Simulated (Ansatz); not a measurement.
Relaxed ZnSe (zinc blende):

```xyz
2
Lattice="0.0000 2.8665 2.8665 2.8665 0.0000 2.8665 2.8665 2.8665 0.0000" Properties=species:S:1:pos:R:3 pbc="T T T"
Se     4.2998     4.2998     4.2998
Zn     0.0000     0.0000     0.0000
```

In each cell atom 2 (Zn, nearest neighbour Se at 2.482 Å; its periodic images, 4.1 Å or more away, move with it) moves by s·(0.000, 0.000, 1.000) (along Cartesian z), the rest being held.

These are PBE (plane waves to 420 eV, PAW, scalar-relativistic; Ansatz, an electronic-structure program) values and carry that method's errors. k mesh 8×8×8 (Γ-centred), Fermi-Dirac smearing 0.05 eV. The energy includes the smearing's −TS. ZnSe was relaxed with its symmetry unable to fall. ΔE is measured from the undisplaced structure.

```tsv
s (Å)	ΔE (meV/cell)
-0.250	153.0
-0.200	98.5
-0.150	withheld
-0.100	24.8
-0.050	6.2
0.000	0.0
0.050	6.2
0.100	24.8
0.150	withheld
0.200	98.5
0.250	153.0
```

Question: Fit an even polynomial form (powers 2, 4) to the given rows and predict ΔE at s = 0.150.

Answer: Least squares on the 9 given rows: ΔE = (2488)·s² + (-631.4)·s⁴, in meV/cell with s in Å; root-mean-square residual 0.02 meV/cell. At 0.150 the fit gives 55.7 meV/cell; the calculation gives 55.6 meV/cell, so the interpolation is off by 0.1 (+0.2 %). The quadratic term alone would give 56.0 meV/cell.

(A displaced cell: forces are minus the slopes of the energy, force constants its curvatures, and phonons follow from these.)
